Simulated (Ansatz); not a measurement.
One crystal and one scan (energy over volume and axial ratio) at two levels, PBE (plane waves to 420 eV, PAW, scalar-relativistic; Ansatz, a program for electronic structure) and r2SCAN (plane waves to 500 eV, PAW, scalar-relativistic; Ansatz), each from its own relaxed cell and on its own mesh. The cell shown is that of PBE.

ZrO₂ (tetragonal-ZrO2 type, space group P4_2/nmc)

```
CELL_PARAMETERS angstrom
      3.62082     0.00000     0.00000
      0.00000     3.62082     0.00000
      0.00000     0.00000     5.28425
ATOMIC_POSITIONS crystal
  Zr 0.00000 0.00000 0.00000
  Zr 0.50000 0.50000 0.50000
  O  0.00000 0.50000 0.19251
  O  0.00000 0.50000 0.69251
  O  0.50000 0.00000 0.30749
  O  0.50000 0.00000 0.80749
```

Two coordinates are scanned: the volume, and the ratio of the stretch along z (the conventional c axis) to the stretch across it. Atoms keep their fractional coordinates.

E stands for the smeared free energy. The PAW data are Ansatz's earlier set. This is a high-temperature form of ZrO2. ZrO2 is run without spin polarisation. ZrO2 was relaxed with its symmetry unable to fall. As the atoms are clamped, bonds stretch with the cell, which overstates energies and stresses. Percentages come from the unrounded values. Both scans cover V/V₀ from 0.920 to 1.080 and (c/a)/(c/a)₀ from 0.880 to 1.120.

Results of PBE:

```
Quantity                                                                                      Value
--------------------------------------------------------------------------------------------  -----
Lattice constant a (Å)                                                                        3.621
Lattice constant c (Å)                                                                        5.284
Relaxed volume (Å³/atom)                                                                      11.55
Band gap of the relaxed cell, no spin-orbit coupling (eV)                                      4.04
Modulus against c/a change at fixed volume, (3/4V)·∂²E/∂(ln c/a)² (fit, atoms clamped) (GPa)    152
```

Question: What does r2SCAN give for the same quantities?

Answer: 
```csv
quantity,r2SCAN,PBE − r2SCAN
Lattice constant a (Å),3.601,+0.020 (+0.5 %)
Lattice constant c (Å),5.230,+0.054 (+1.0 %)
Relaxed volume (Å³/atom),11.30,+0.25 (+2.1 %)
"Band gap of the relaxed cell, no spin-orbit coupling (eV)",4.60,-0.56 (-12 %)
"Modulus against c/a change at fixed volume, (3/4V)·∂²E/∂(ln c/a)² (fit, atoms clamped) (GPa)",172,-20 (-11 %)
```

PBE gives the higher value for: lattice constant a; lattice constant c; relaxed volume. PBE gives the lower value for: band gap of the relaxed cell, no spin-orbit coupling; modulus against c/a change at fixed volume.

(Under strain, the slope of the energy per volume gives the stress and its curvature an elastic modulus.)
